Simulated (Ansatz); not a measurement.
Relaxed-ion elastic tensor of Al (fcc (Cu type), Fm-3m) in GPa (Voigt order), LDA (plane waves, PAW; program Ansatz); density 2.84 g/cm³, 15.80 Å³ per atom.

|  | 1 | 2 | 3 | 4 | 5 | 6 |
|---|---|---|---|---|---|---|
| 1 | 122 | 65.1 | 65.1 | 0.0 | 0.0 | 0.0 |
| 2 | 65.1 | 122 | 65.1 | 0.0 | 0.0 | 0.0 |
| 3 | 65.1 | 65.1 | 122 | 0.0 | 0.0 | 0.0 |
| 4 | 0.0 | 0.0 | 0.0 | 36.1 | 0.0 | 0.0 |
| 5 | 0.0 | 0.0 | 0.0 | 0.0 | 36.1 | 0.0 |
| 6 | 0.0 | 0.0 | 0.0 | 0.0 | 0.0 | 36.1 |

Problem. Is the crystal mechanically stable?

Solution. Yes: the smallest eigenvalue of C is 36.1 GPa.

Problem. Work out the Voigt, Reuss and Hill averages.

Solution. K_V = 84.0, K_R = 84.0, K_H = 84.0; G_V = 33.0, G_R = 32.5, G_H = 32.8 GPa.

Problem. Give Young's modulus, Poisson's ratio, Pugh's ratio and the universal anisotropy index.

Solution. E = 9KG/(3K + G) = 87.0 GPa; ν = 0.33; K/G = 2.56 (ductile by the Pugh limit of 1.75); A_U = 5G_V/G_R + K_V/K_R − 6 = 0.07.

Problem. Estimate the sound speeds and the Debye temperature.

Solution. v_l = √((K + 4G/3)/ρ) = 6710 m/s, v_t = √(G/ρ) = 3400 m/s, mean 3810 m/s; Θ = (h/k)(3n/4πV)^(1/3) v_m = 452 K.

Problem. Give the Zener ratio and Young's modulus along [100], [110] and [111].

Solution. A = 2C44/(C11 − C12) = 1.27; 1/E = S11 − 2(S11 − S12 − S44/2)Γ with Γ = 0, 1/4, 1/3 gives 76.5, 89.4, 94.7 GPa.

Problem. Solve the Christoffel equation for the three sound speeds along [100], [110], [111].

Solution. Eigenvalues of C_ijkl n_j n_l equal ρv². In km/s, slowest first: [100] 3.57, 3.57, 6.55; [110] 3.16, 3.57, 6.76; [111] 3.30, 3.30, 6.83.

The cell was relaxed with LDA under the symmetry of its start. As this level gives no gap, shear constants depend on the k-mesh and smearing (Fermi–Dirac, 0.1 eV here).

Potentials: the earlier of the program's two PAW sets.
